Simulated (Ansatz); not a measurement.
Sr3CoN3: a ladder of calculations

Cell of run 1: a computed structure from the Materials Project (it need not be an observed phase), atoms as given.

```xyz
14
Lattice="7.5925 0.0000 0.0000 -3.7962 6.5753 0.0000 0.0000 0.0000 5.2777" Properties=species:S:1:pos:R:3 pbc="T T T"
Sr    4.5345    4.1952    1.3194
Sr    5.1621    0.5506    1.3194
Sr    1.6920    1.8294    1.3194
Sr   -0.7383    2.3800    3.9582
Sr   -1.3659    6.0246    3.9582
Sr    2.1042    4.7459    3.9582
Co    3.7962    2.1918    3.9582
Co    0.0000    4.3835    1.3194
N     4.5348    3.7924    3.9582
N     4.8131    0.7518    3.9582
N     2.0407    2.0311    3.9582
N    -0.7386    2.7829    1.3194
N    -1.0169    5.8235    1.3194
N     1.7555    4.5442    1.3194
```

Atom numbers follow the list; atoms alike are taken as one site, whose name carries the number of the first.

Relaxed positions (PBE, cell held):

```
CELL_PARAMETERS angstrom
7.59246 0.00000 0.00000
-3.79623 6.57527 0.00000
0.00000 0.00000 5.27765
ATOMIC_POSITIONS crystal
Sr 0.91609 0.63860 0.25000
Sr 0.72251 0.08391 0.25000
Sr 0.36140 0.27749 0.25000
Sr 0.08391 0.36140 0.75000
Sr 0.27749 0.91609 0.75000
Sr 0.63860 0.72251 0.75000
Co 0.66667 0.33333 0.75000
Co 0.33333 0.66667 0.25000
N 0.88500 0.57517 0.75000
N 0.69017 0.11500 0.75000
N 0.42483 0.30983 0.75000
N 0.11500 0.42483 0.25000
N 0.30983 0.88500 0.25000
N 0.57517 0.69017 0.25000
```

All runs are DFT with Ansatz 0.2.0 (plane waves and PAW, scalar-relativistic unless spin–orbit coupling is named, Γ-centred meshes, Fermi–Dirac smearing where given) in this cell. Start moments of run 1 as typed (μB): 4 on each Co, none on the rest. Antiparallel start moments (μB): 0 0 0 0 0 0 -4 4 0 0 0 0 0 0 by atom.

Run 1: PBE, parallel start moments, atoms as given; 420 eV, 5×5×6 k-points, smearing 0.05 eV.
Run 2: PBE, parallel start moments, atoms relaxed; 420 eV, 5×5×6 k-points, smearing 0.05 eV.
Run 3: r2SCAN, parallel start moments, at the relaxed atoms; 500 eV, 5×5×6 k-points, smearing 0.05 eV.
Run 4: PBE+U, antiparallel start moments, at the relaxed atoms; 420 eV, 5×5×6 k-points, smearing 0.05 eV (U = 3.4 eV on Co d).

```
run  Sr V_zz (η)   Co V_zz (η)    N V_zz (η)  absolute moment (μB)
  1  8.29 (0.11)  -9.74 (0.00)  -1.47 (0.84)                   3.1
  2            ?             ?             ?                     ?
  3  8.89 (0.19)   9.42 (0.00)  -1.29 (0.79)                   7.3
  4  9.33 (0.15)   9.08 (0.00)  -1.12 (0.27)                   7.5
```

V_zz in 10²¹ V/m².

Task: Estimate the row of run 2.

Result: Sr: 8.12 (0.10); Co: -9.98 (0.00); N: -1.48 (0.80); absolute moment (μB): 3.0. It lies nearest to run 1, from whose tensors on these sites it differs by 0.23 at most (largest principal value of the difference, on Co). Taken one at a time, the functional (r2SCAN with its higher cutoff) moves the tensors on these sites by up to 19.39 (largest principal value of the change, on Co), the positions of the atoms (as given or relaxed) by 0.23 (Co). On some sites the largest principal value moves to another axis from run to run, and the sign of V_zz can flip with it. On Sr V_xx and V_yy change places between runs (or their axes turn by over 50°), so η hides a larger change. The absolute moment differs between the runs, so they don't all stand in one spin state.

Without spin–orbit coupling (the program notes it for Sr) the gradients can shift somewhat, as the gap is small. Semilocal functionals can leave a metal where correlation in the d or f shell opens a gap in the real compound, and that would change the values at and beside Co. With these PAW files V_zz is typically within 2 to 3 % of all-electron values, but misses above 10 % occur on Co. The magnetic order is the one that the run reached from its start moments, not necessarily the measured one (the real compound may not order at all). The magnetic order is the one that the run reached from its start moments, not necessarily the measured one. Semilocal functionals make gaps too small and can close them, so the real compound need not be a metal. For runs 1, 2, 3: All moments are parallel here, as the start or the cell imposes; many such compounds order antiparallel, where fields and spin densities carried over to other atoms largely cancel. In run 3 the program didn't check the stability of the electronic state in full, so a lower one may lie near. In runs 1, 2, 3, 4 there is no gap above 0.1 eV, so the gradients can move by 10 % or more with the k-mesh. In runs 3, 4 the atoms aren't at the calculated equilibrium (largest force 0.85, 1.6 eV/Å). Runs 1, 2: The run lost most of its start moments on Co; a state with other moments may lie lower.
